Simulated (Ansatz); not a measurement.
## Computed properties of TaGa3

TaGa3 in space group I4/mmm (No. 139; Ta on 2a, Ga on 2b, Ga on 4d), a = 3.790 Å, b = 3.790 Å, c = 8.671 Å, α = 90.00°, β = 90.00°, γ = 90.00°; the cell used has 4 atoms.

Space group I4/mmm (No. 139); conventional cell a = 3.790 Å, b = 3.790 Å, c = 8.671 Å, α = 90.00°, β = 90.00°, γ = 90.00°.

Method: r²SCAN in the plane-wave PAW code Ansatz. Geometry: relaxed at this level of theory. Other levels are named where they apply.

Cell and energy:

Volume per atom: 15.57 Å³
Density: 10.40 g/cm³
Formation energy from the elements (no fitted shifts): -0.20 eV/atom

Electronic structure:

- Electronic character: metallic (no gap)
- Density of states at the Fermi level: 0.15 states/eV per atom (mean over ±0.08 eV)

The first step of the workflow began from a Materials Project structure, measured or hypothetical; the Crystallography Open Database files this formula in space group No. 139, but the cells were not matched. Its standing as an ambient phase is unchecked. Symmetry was held in the r²SCAN relaxation; whether a distortion lowers the energy is not shown. No spin polarisation was allowed. Axis ratios of metals converge slowly with the k-mesh, so a and c are less sure than the volume. The references are the lowest solids computed at this level, not always the standard phases. Scalar-relativistic: spin–orbit coupling is off unless named, which matters more the heavier the elements.

Potentials: the earlier of the program's two PAW sets.
